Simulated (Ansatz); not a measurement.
All numbers below come from DFT PBE, scalar-relativistic, plane waves, PAW (Ansatz). Settings: cutoff 420 eV, Γ-centred meshes spaced at most about 0.3 Å⁻¹, and about 0.25 Å⁻¹ or finer for metals (2π included), Gaussian smearing. No spin polarisation in the final relaxations.

Temperature and zero-point effects are left out.

Two relaxed structures of Ti₂Cl:

A. Space group P6/mmm (No. 191), hexagonal, a = 4.637 Å, c = 2.865 Å. Ti has 3 Cl at 2.68 Å, 3 Ti at 2.68 Å and 2 Ti at 2.86 Å; around Cl lie 6 Ti at 2.68 Å and 2 Cl at 2.86 Å.

B. Space group P4/mmm (No. 123), tetragonal, a = 3.000 Å, c = 5.576 Å. Ti is surrounded by 1 Ti at 2.51 Å, 4 Cl at 2.62 Å and 5 Ti at 3.00–3.07 Å; Cl is surrounded by 8 Ti at 2.62 Å and 4 Cl at 3.00 Å.

Question: Which is lower in energy, and by how much?

Answer: B is lower, by 188 meV/atom. A has space group P6/mmm (No. 191), 17.8 Å³/atom and no gap on its mesh; B has space group P4/mmm (No. 123), 16.7 Å³/atom and no gap. Counting Cl atoms around Ti (those within 1.25 times the shortest such distance or 1.15 times the sum of covalent radii, 1.27 where that leaves under three), A has Ti 3 and B has Ti 4. The denser one is the lower, and pressure would at first widen the difference. Even the lower one lies +0.10 eV/atom against the reference forms of the elements (uncorrected), a margin that errors in the energy of the gaseous reference can exceed. Both come from invented guesses. A third cell relaxed alike, in C2/m, lies 0.56 eV/atom below the lower of the two.

In P6/mmm, P4/mmm an odd number of electrons in the primitive cell allows no gap without spin; a larger cell or a magnetic state could open one. Cells relaxed within their symmetry can be saddle points.
